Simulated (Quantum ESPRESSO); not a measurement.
# In3ZnSAs3: input and log of a self-consistent run

A calculation, not a measurement. The program is pw.x of Quantum ESPRESSO 7.5 (plane-wave density functional theory). The cell is made up: 8 atoms on a zincblende/diamond lattice, with randomly drawn elements, strain and displacements, not relaxed. PseudoDojo standard norm-conserving files (v0.5 for PBE, v0.4.1 for LDA and PBEsol) set the functional; there is no spin polarisation, spin-orbit coupling or dispersion term, and the masses in the input are unused placeholders.

Input:

```
&control calculation='scf', pseudo_dir='./dojo.nc.sr.pbe.v0_5.standard.upf', outdir='./o', disk_io='medium', tprnfor=.true., tstress=.true. /
&system ibrav=0, nat=8, ntyp=4, nbnd=65, ecutwfc=84.00895049, nosym=.true., tot_charge=0,
 occupations='smearing', smearing='fd', degauss=0.0073498644
/
&electrons conv_thr=7.350e-09, electron_maxstep=60, /
ATOMIC_SPECIES
As 1.0 As.upf
In 1.0 In.upf
S 1.0 S.upf
Zn 1.0 Zn.upf
CELL_PARAMETERS angstrom
6.0732 0.0145 -0.064
0.0145 6.2527 0.1061
-0.064 0.1061 6.2824
ATOMIC_POSITIONS angstrom
In -0.0358 -0.0476 0.0051
In -0.0463 3.1616 3.2161
Zn 3.0108 0.0868 3.1465
In 3.0587 3.1205 0.0196
S 1.492 1.6113 1.5486
As 1.4701 4.7138 4.7771
As 4.555 1.7123 4.7064
As 4.5437 4.7277 1.6332
K_POINTS automatic
6 6 6 1 1 1
```

The log is shortened where brackets say so; the opening notice, blank lines, dates and the lines on written files are dropped, and the path of the files is cut. It prints rydbergs, bohrs and kilobars, and counts compression as positive stress.

```
     Program PWSCF v.7.5
     Parallel version (MPI & OpenMP), running on       1 processor cores
     Number of MPI processes:                 1
     Threads/MPI process:                     1
     [start-up lines left out]
     bravais-lattice index     =            0
     lattice parameter (alat)  =      11.4774  a.u.
     unit-cell volume          =    1609.2869 (a.u.)^3
     number of atoms/cell      =            8
     number of atomic types    =            4
     number of electrons       =       110.00
     number of Kohn-Sham states=           65
     kinetic-energy cutoff     =      84.0090  Ry
     charge density cutoff     =     336.0358  Ry
     scf convergence threshold =      7.3E-09
     mixing beta               =       0.7000
     number of iterations used =            8  plain     mixing
     Exchange-correlation= PBE
                           (   1   4   3   4   0   0   0)
     [axes and pseudopotential details left out]
   Cartesian axes
     site n.     atom                  positions (alat units)
         1        In     tau(   1) = (  -0.0058944  -0.0078373   0.0008397  )
         2        In     tau(   2) = (  -0.0076232   0.5205518   0.5295252  )
         3        Zn     tau(   3) = (   0.4957229   0.0142915   0.5180657  )
         4        In     tau(   4) = (   0.5036095   0.5137848   0.0032271  )
         5        S      tau(   5) = (   0.2456552   0.2652977   0.2549742  )
         6        As     tau(   6) = (   0.2420494   0.7761188   0.7865411  )
         7        As     tau(   7) = (   0.7499727   0.2819272   0.7749004  )
         8        As     tau(   8) = (   0.7481122   0.7784074   0.2689035  )
     number of k points=   108  Fermi-Dirac smearing, width (Ry)=  0.0073
     Number of k-points >= 100: set verbosity='high' to print them.
     Dense  grid:   167441 G-vectors     FFT dimensions: (  72,  72,  72)
     Estimated max dynamical RAM per process >     267.13 MB
     Initial potential from superposition of free atoms
     starting charge     109.9874, renormalised to     110.0000
     Starting wfcs are   68 randomized atomic wfcs
     total cpu time spent up to now is       89.0 secs
     per-process dynamical memory:   144.0 Mb
     Self-consistent Calculation
     iteration #  1     ecut=    84.01 Ry     beta= 0.70
     Davidson diagonalization with overlap
     ethr =  1.00E-02,  avg # of iterations =  4.2
     Threshold (ethr) on eigenvalues was too large:
     Diagonalizing with lowered threshold
     Davidson diagonalization with overlap
     ethr =  3.19E-04,  avg # of iterations =  2.9
     total cpu time spent up to now is      598.5 secs
     total energy              =   -1475.21874012 Ry
     estimated scf accuracy    <       0.35347079 Ry
     iteration #  2     ecut=    84.01 Ry     beta= 0.70
     Davidson diagonalization with overlap
     ethr =  3.21E-04,  avg # of iterations =  4.0
     total cpu time spent up to now is      787.6 secs
     total energy              =   -1475.30872447 Ry
     estimated scf accuracy    <       0.18179667 Ry
     iteration #  3     ecut=    84.01 Ry     beta= 0.70
     Davidson diagonalization with overlap
     ethr =  1.65E-04,  avg # of iterations =  2.0
     total cpu time spent up to now is      968.5 secs
     total energy              =   -1475.34689217 Ry
     estimated scf accuracy    <       0.00657571 Ry
     iteration #  4     ecut=    84.01 Ry     beta= 0.70
     Davidson diagonalization with overlap
     c_bands:  1 eigenvalues not converged
     c_bands:  1 eigenvalues not converged
     ethr =  5.98E-06,  avg # of iterations = 11.6
     total cpu time spent up to now is     1221.5 secs
     total energy              =   -1475.34884470 Ry
     estimated scf accuracy    <       0.00368160 Ry
     iteration #  5     ecut=    84.01 Ry     beta= 0.70
     Davidson diagonalization with overlap
     ethr =  3.35E-06,  avg # of iterations =  2.6
     total cpu time spent up to now is     1380.6 secs
     total energy              =   -1475.34950246 Ry
     estimated scf accuracy    <       0.00018889 Ry
     iteration #  6     ecut=    84.01 Ry     beta= 0.70
     Davidson diagonalization with overlap
     ethr =  1.72E-07,  avg # of iterations =  3.1
     total cpu time spent up to now is     1550.0 secs
     total energy              =   -1475.34955050 Ry
     estimated scf accuracy    <       0.00002848 Ry
     iteration #  7     ecut=    84.01 Ry     beta= 0.70
     Davidson diagonalization with overlap
     ethr =  2.59E-08,  avg # of iterations =  3.6
     total cpu time spent up to now is     1694.9 secs
     total energy              =   -1475.34955934 Ry
     estimated scf accuracy    <       0.00000585 Ry
     iteration #  8     ecut=    84.01 Ry     beta= 0.70
     Davidson diagonalization with overlap
     ethr =  5.32E-09,  avg # of iterations =  2.3
     total cpu time spent up to now is     1826.5 secs
     total energy              =   -1475.34956046 Ry
     estimated scf accuracy    <       0.00000059 Ry
     iteration #  9     ecut=    84.01 Ry     beta= 0.70
     Davidson diagonalization with overlap
     ethr =  5.38E-10,  avg # of iterations =  3.9
     total cpu time spent up to now is     2000.7 secs
     total energy              =   -1475.34956060 Ry
     estimated scf accuracy    <       0.00000014 Ry
     iteration # 10     ecut=    84.01 Ry     beta= 0.70
     Davidson diagonalization with overlap
     ethr =  1.24E-10,  avg # of iterations =  3.2
     total cpu time spent up to now is     2187.4 secs
     total energy              =   -1475.34956065 Ry
     estimated scf accuracy    <       0.00000002 Ry
     iteration # 11     ecut=    84.01 Ry     beta= 0.70
     Davidson diagonalization with overlap
     ethr =  1.98E-11,  avg # of iterations =  2.6
     total cpu time spent up to now is     2343.7 secs
     End of self-consistent calculation
     [lines on levels left out]
!    total energy              =   -1475.34956065 Ry
     estimated scf accuracy    <          3.4E-09 Ry
     smearing contrib. (-TS)   =      -0.00059437 Ry
     internal energy E=F+TS    =   -1475.34896628 Ry
     The total energy is F=E-TS. E is the sum of the following terms:
     one-electron contribution =    -984.55557195 Ry
     hartree contribution      =     539.78455146 Ry
     xc contribution           =    -313.73140142 Ry
     ewald contribution        =    -716.84654437 Ry
     convergence has been achieved in  11 iterations
     Forces acting on atoms (cartesian axes, Ry/au):
     atom    1 type  2   force =     0.01118591   -0.00582805   -0.00704133
     atom    2 type  2   force =     0.01468186    0.00860784   -0.00701289
     atom    3 type  4   force =     0.00499753   -0.00831204    0.00839885
     atom    4 type  2   force =     0.00904453    0.00373459    0.00496675
     atom    5 type  3   force =     0.00825907   -0.01365812    0.01473850
     atom    6 type  1   force =     0.01352972    0.03546168   -0.01775396
     atom    7 type  1   force =    -0.03465433   -0.03603148   -0.01054630
     atom    8 type  1   force =    -0.02704428    0.01602558    0.01425039
     Total force =     0.082837     Total SCF correction =     0.000344
     Computing stress (Cartesian axis) and pressure
          total   stress  (Ry/bohr**3)                   (kbar)     P=      -27.97
  -0.00014742  -0.00001358   0.00004112          -21.69       -2.00        6.05
  -0.00001358  -0.00020907  -0.00010846           -2.00      -30.76      -15.96
   0.00004112  -0.00010846  -0.00021400            6.05      -15.96      -31.48
     init_run     :     77.08s CPU     88.83s WALL (       1 calls)
     electrons    :   2077.47s CPU   2254.71s WALL (       1 calls)
     forces       :     19.60s CPU     19.86s WALL (       1 calls)
     stress       :     77.24s CPU     79.81s WALL (       1 calls)
     [timing details left out]
     PWSCF        :  37m32.11s CPU  40m47.38s WALL
     JOB DONE.
```

In other units: free energy -20073.153 eV for the cell, pressure -2.80 GPa, largest force component 0.926 eV/Å. A rerun of a related cell, with the same atoms placed differently, at 1437 eV and a 8 x 8 x 8 mesh moved values by no more than 0.004 eV in energy, 0.02 GPa in stress and 0.002 eV/Å in force.